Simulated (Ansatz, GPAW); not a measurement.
## One calculation of GaGe3, 3 ways

```xyz
4
Lattice="4.2785 0.0000 0.0000 0.0000 4.2785 0.0000 0.0000 0.0000 4.2785" Properties=species:S:1:pos:R:3 pbc="T T T"
Ge    2.1418    2.1365   -0.0342
Ge    2.2038   -0.0294    2.1164
Ge    0.0533    2.1078    2.1391
Ga    0.0157    0.0279    0.0253
```

The cell comes from a database or a generator and needn't be the stable form of this composition.

Atoms were shifted at random by some hundredths of an Å from the given cell, which wasn't relaxed again for these runs.

Alike in all runs: task single point; functional PBEsol; k mesh 6 × 6 × 6; occupations fermi-dirac, width 0.05 eV; no spin polarisation; no spin-orbit coupling. Pressure is positive in compression and, in plane waves, holds the error of the finite cutoff, which Ansatz's Pulay term estimates and takes out.

```tsv
program and potentials	plane-wave cutoff (eV)	notes	band gap (eV)	pressure (GPa)	largest force (eV/Å)	energy over the undisturbed cell (meV/atom)
Ansatz, Ansatz PAW	420	potentials made for PBE, which Ansatz adapts in part; 13.75 valence electrons an atom on average; Pulay term of +0.03 GPa included	no gap	-3.43	0.110	-0.17
Ansatz, all-electron LAPW, scalar-relativistic	-	-	?	?	?	-
GPAW, PAW data sets generated for this functional	600	3.75 valence electrons an atom on average	no gap	-3.69	0.113	-0.11
```

Q: Estimate from the other rows what the run with Ansatz, all-electron LAPW, scalar-relativistic gave.

A: No band gap; pressure -3.40 GPa; largest force 0.110 eV/Å. The other rows, which needn't bracket it: pressure -3.69 to -3.43; largest force 0.110 to 0.113; energy over the undisturbed cell -0.17 to -0.11.
